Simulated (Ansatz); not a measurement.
SnO (litharge type, space group P4/nmm)

```
SnO
1.0
    3.83618     0.00000     0.00000
    0.00000     3.83618     0.00000
    0.00000     0.00000     4.75736
Sn O
2 2
Direct
  0.50000   0.00000   0.24343
  0.00000   0.50000   0.75657
  0.00000   0.00000   0.00000
  0.50000   0.50000   0.00000
```

This relaxed cell (volume V₀) is scaled evenly in all directions, its shape held. The atoms relax within the cell's symmetry.

These are PBE-D3(BJ) (plane waves to 420 eV, PAW, scalar-relativistic; Ansatz, a first-principles code) values and carry that method's errors. k mesh 12×12×10 (Γ-centred), Fermi-Dirac smearing 0.05 eV. E stands for the smeared free energy. Compression counts positive. With the shape held, the modulus is that of even scaling; a crystal free to change shape is softer. At this level the bands of SnO touch or barely overlap; measurements give the solid a gap. SnO was relaxed with its symmetry unable to fall. The PAW data are Ansatz's earlier set. ΔE is measured from the relaxed starting cell. The last digit holds for this mesh only.

```
V (Å³/atom)  ΔE (meV/atom)
-----------  -------------
16.453                10.5
16.628                 7.2
16.803                 4.6
16.978                 2.5
17.153                 1.1
17.328                 0.3
17.503                 0.0
17.678                 0.3
17.853                 1.0
18.028            withheld
18.203                 4.0
18.378                 6.2
18.553                 8.8
```

Fit a third-order Birch-Murnaghan form (E₀, V₀, B₀, B₀′ free) to the given rows and predict ΔE at V = 18.028.

Least squares on the 12 given rows: ΔE = E₀ + (9V₀B₀/16)·y²·[2 + (B₀′ − 4)y], y = (V₀/V)^(2/3) − 1, with V₀ = 17.506 Å³/atom, B₀ = 48.80 GPa (160.2 GPa = 1 eV/Å³; the term in eV is multiplied by 1000), B₀′ = 3.13, E₀ = 0.01 meV/atom; root-mean-square residual 0.02 meV/atom. At 18.028 the fit gives 2.3 meV/atom; the calculation gives 2.3 meV/atom, the same to the digits shown. For the pressure the fit gives -1.4 GPa against the computed -1.4 GPa.

(A scan under strain: stresses follow from slopes of the energy per volume, elastic moduli from its curvatures.)
